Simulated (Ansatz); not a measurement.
Input and command of a plane-wave DFT calculation in Ansatz:

```yaml
crystal:
  lattice:
    - [0.0, -3.1946, 0.0]
    - [-3.1946, 0.0, 0.0]
    - [0.0, 0.0, -3.1946]
  atoms:
    - { symbol: W, position: [0.5, 0.5, 0.5] }
    - { symbol: W, position: [0.0, 0.0, 0.0] }
basis:
  ecutwfc: 420
kpoints:
  mp_grid: { grid: [16, 16, 16] }
hamiltonian:
  xc: pbesol
scf:
  occupations: { method: gaussian, width: 0.15 }
output:
  forces: true
  stress: true
  eigenvalues: true
  write_density: true
  write_potential: true
  elf: true
  volumetric_format: npy
```

```bash
ansatz run input.yaml --threads 2 --pin off --max-ram 5120MiB --backend cpu --events-out ev --progress --plain --runs-dir out
```

Processor: Intel(R) Xeon(R) 6975P-C (Granite Rapids), 2 threads, on a host shared with other jobs.

Question: Estimate time, memory and problem size.

Answer: About 1.8 s on 2 threads of Intel(R) Xeon(R) 6975P-C (Granite Rapids), on a shared host, peak memory 0.41 GiB. It solves 18 bands at 165 k points (the mesh reduced by symmetry) with about 619 plane waves, in 6 SCF iterations.
